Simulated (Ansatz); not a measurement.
Relaxation of a relaxed ZnSiP2 cell displaced along its unstable phonon at q = Γ (118i cm⁻¹), largest move 0.15 Å; 8 atoms in the cell, which starts as Cmc2₁ (No. 36), oS16; a = 3.4124 Å, b = 5.9105 Å, c = 12.2676 Å, α = β = γ = 90.00°. Level of theory: PBEsol (plane waves to 420 eV, PAW, scalar-relativistic; Ansatz, an electronic-structure program). Γ-centred k-mesh 11×11×3 on the run's cell (coarser than for final values), Fermi–Dirac smearing 0.05 eV. This is the first round of the run. 

The optimiser's lines from the output (shortened; P is positive under compression):

```
relax step   1: F+E_penalty+E_count = -10764.77416578 eV  Δ(F+E_penalty+E_count) = +0.000e0 eV  max|allowed force component| = 2.026e-1 eV/Å  Δτ_max = 0.0000 Å  P = +0.541 GPa  Ω = 123.714 Å³  (8 SCF iters, dr2 threshold 1.00e-7 eV, accepted)
relax step   2: F+E_penalty+E_count = -10764.81866638 eV  Δ(F+E_penalty+E_count) = -4.450e-2 eV  max|allowed force component| = 1.575e-1 eV/Å  Δτ_max = 0.0562 Å  P = -0.078 GPa  Ω = 124.820 Å³  (6 SCF iters, dr2 threshold 8.00e-7 eV, accepted)
relax step   3: F+E_penalty+E_count = -10764.93331303 eV  Δ(F+E_penalty+E_count) = -1.146e-1 eV  max|allowed force component| = 2.869e-1 eV/Å  Δτ_max = 0.1964 Å  P = +0.489 GPa  Ω = 125.159 Å³  (6 SCF iters, dr2 threshold 8.00e-7 eV, accepted)
relax step   4: F+E_penalty+E_count = -10765.01356608 eV  Δ(F+E_penalty+E_count) = -8.025e-2 eV  max|allowed force component| = 1.856e-1 eV/Å  Δτ_max = 0.1952 Å  P = -1.085 GPa  Ω = 128.497 Å³  (8 SCF iters, dr2 threshold 8.00e-7 eV, accepted)
relax step   5: F+E_penalty+E_count = -10765.03607556 eV  Δ(F+E_penalty+E_count) = -2.251e-2 eV  max|allowed force component| = 2.313e-1 eV/Å  Δτ_max = 0.1644 Å  P = +0.027 GPa  Ω = 127.361 Å³  (7 SCF iters, dr2 threshold 8.00e-7 eV, accepted)
relax step   6: F+E_penalty+E_count = -10765.09569099 eV  Δ(F+E_penalty+E_count) = -5.962e-2 eV  max|allowed force component| = 2.059e-1 eV/Å  Δτ_max = 0.1343 Å  P = +0.452 GPa  Ω = 125.457 Å³  (7 SCF iters, dr2 threshold 8.00e-7 eV, accepted)
relax step   7: F+E_penalty+E_count = -10765.08232978 eV  Δ(F+E_penalty+E_count) = +1.336e-2 eV  max|allowed force component| = 2.121e-1 eV/Å  Δτ_max = 0.1703 Å  P = +0.684 GPa  Ω = 124.559 Å³  (7 SCF iters, dr2 threshold 8.00e-7 eV, rejected (line search))
relax step   8: F+E_penalty+E_count = -10765.12011725 eV  Δ(F+E_penalty+E_count) = -2.443e-2 eV  max|allowed force component| = 1.326e-1 eV/Å  Δτ_max = 0.0851 Å  P = +0.122 GPa  Ω = 125.715 Å³  (11 SCF iters, accepted)
relax step   9: F+E_penalty+E_count = -10765.12609236 eV  Δ(F+E_penalty+E_count) = -5.975e-3 eV  max|allowed force component| = 1.017e-1 eV/Å  Δτ_max = 0.0452 Å  P = +0.103 GPa  Ω = 125.980 Å³  (7 SCF iters, dr2 threshold 8.00e-7 eV, accepted)
relax step  10: F+E_penalty+E_count = -10765.13122610 eV  Δ(F+E_penalty+E_count) = -5.134e-3 eV  max|allowed force component| = 1.108e-1 eV/Å  Δτ_max = 0.0347 Å  P = -0.033 GPa  Ω = 126.345 Å³  (6 SCF iters, dr2 threshold 6.47e-7 eV, accepted)
relax step  11: F+E_penalty+E_count = -10765.14910120 eV  Δ(F+E_penalty+E_count) = -1.788e-2 eV  max|allowed force component| = 2.775e-1 eV/Å  Δτ_max = 0.0936 Å  P = -0.136 GPa  Ω = 127.592 Å³  (7 SCF iters, dr2 threshold 7.68e-7 eV, accepted)
relax step  12: F+E_penalty+E_count = -10765.23384448 eV  Δ(F+E_penalty+E_count) = -8.474e-2 eV  max|allowed force component| = 3.397e-1 eV/Å  Δτ_max = 0.1661 Å  P = +0.012 GPa  Ω = 129.553 Å³  (7 SCF iters, dr2 threshold 8.00e-7 eV, accepted)
relax step  13: F+E_penalty+E_count = -10765.20914702 eV  Δ(F+E_penalty+E_count) = +2.470e-2 eV  max|allowed force component| = 2.724e-1 eV/Å  Δτ_max = 0.1905 Å  P = -0.940 GPa  Ω = 132.642 Å³  (8 SCF iters, dr2 threshold 8.00e-7 eV, rejected (line search))
relax step  14: F+E_penalty+E_count = -10765.20096850 eV  Δ(F+E_penalty+E_count) = +3.288e-2 eV  max|allowed force component| = 4.245e-1 eV/Å  Δτ_max = 0.0584 Å  P = -0.097 GPa  Ω = 130.391 Å³  (11 SCF iters, rejected (line search))
relax step  15: F+E_penalty+E_count = -10765.25424904 eV  Δ(F+E_penalty+E_count) = -2.040e-2 eV  max|allowed force component| = 9.389e-2 eV/Å  Δτ_max = 0.0302 Å  P = +0.058 GPa  Ω = 129.824 Å³  (11 SCF iters, accepted)
relax step  16: F+E_penalty+E_count = -10765.25947261 eV  Δ(F+E_penalty+E_count) = -5.224e-3 eV  max|allowed force component| = 6.633e-2 eV/Å  Δτ_max = 0.0695 Å  P = +0.360 GPa  Ω = 130.152 Å³  (7 SCF iters, dr2 threshold 5.51e-7 eV, accepted)
relax step  17: F+E_penalty+E_count = -10765.26172740 eV  Δ(F+E_penalty+E_count) = -2.255e-3 eV  max|allowed force component| = 2.932e-2 eV/Å  Δτ_max = 0.0195 Å  P = -0.032 GPa  Ω = 130.645 Å³  (6 SCF iters, dr2 threshold 8.00e-7 eV, accepted)
relax step  18: F+E_penalty+E_count = -10765.26211604 eV  Δ(F+E_penalty+E_count) = -3.886e-4 eV  max|allowed force component| = 9.924e-3 eV/Å  Δτ_max = 0.0078 Å  P = -0.031 GPa  Ω = 130.631 Å³  (5 SCF iters, dr2 threshold 1.60e-7 eV, accepted)
relax step  19: F+E_penalty+E_count = -10765.26217592 eV  Δ(F+E_penalty+E_count) = -5.988e-5 eV  max|allowed force component| = 3.681e-3 eV/Å  Δτ_max = 0.0030 Å  P = +0.018 GPa  Ω = 130.555 Å³  (6 SCF iters, dr2 threshold 5.67e-9 eV, accepted)
relax step  20: F+E_penalty+E_count = -10765.26217401 eV  Δ(F+E_penalty+E_count) = +1.907e-6 eV  max|allowed force component| = 7.508e-4 eV/Å  Δτ_max = 0.0008 Å  P = -0.003 GPa  Ω = 130.582 Å³  (5 SCF iters, dr2 threshold 2.45e-9 eV, accepted)
relax step  21: F+E_penalty+E_count = -10765.27294995 eV  Δ(F+E_penalty+E_count) = -1.078e-2 eV  max|allowed force component| = 1.534e-3 eV/Å  Δτ_max = 0.0000 Å  P = +0.112 GPa  Ω = 130.582 Å³  stress off target by 3.11e-1 GPa  SCF on the basis re-selected at this cell (its energy is not comparable with the rows above)  (9 SCF iters)
relax step  22: F+E_penalty+E_count = -10765.27355584 eV  Δ(F+E_penalty+E_count) = -6.059e-4 eV  max|allowed force component| = 1.208e-2 eV/Å  Δτ_max = 0.0053 Å  P = +0.006 GPa  Ω = 130.877 Å³  (6 SCF iters, dr2 threshold 2.41e-7 eV, accepted)
relax step  23: F+E_penalty+E_count = -10765.27366359 eV  Δ(F+E_penalty+E_count) = -1.078e-4 eV  max|allowed force component| = 5.634e-3 eV/Å  Δτ_max = 0.0030 Å  P = -0.009 GPa  Ω = 130.956 Å³  (6 SCF iters, dr2 threshold 1.04e-8 eV, accepted)
relax step  24: F+E_penalty+E_count = -10765.27380639 eV  Δ(F+E_penalty+E_count) = -1.428e-4 eV  max|allowed force component| = 5.651e-3 eV/Å  Δτ_max = 0.0000 Å  P = -0.010 GPa  Ω = 130.956 Å³  stress off target by 1.64e-2 GPa  SCF on the basis re-selected at this cell (its energy is not comparable with the rows above)  (6 SCF iters)
```

From the first to the last row the energy changes by -0.06 eV/atom and the volume by +5.9 %. The last row is marked as not comparable with the walk above it, whose basis was carried along; it does compare with step 1, since both stand on a basis selected at the nominal cutoff for their own cell.

Steps 7, 13, 14 were rejected by the optimiser.

Later rounds, restarted from the end of this one on a renewed k-mesh, logged 8 more steps and released under 0.01 eV/atom more. The final structure after all rounds: Cmc2₁ (No. 36), oS16; a = 3.282 Å, b = 6.670 Å, c = 11.987 Å, α = β = γ = 90.00°. Between re-selections the logged energies stand on a plane-wave basis carried along with the cell. No spin polarisation in the result.

The run could not lose the symmetry of its start, so the end can be a saddle point.

The relaxed structure here is a generated cell of ZnSiP2: the first start was made by placing the elements on the sites of a structure type, and the end was not matched to a known phase here, so it may be hypothetical.
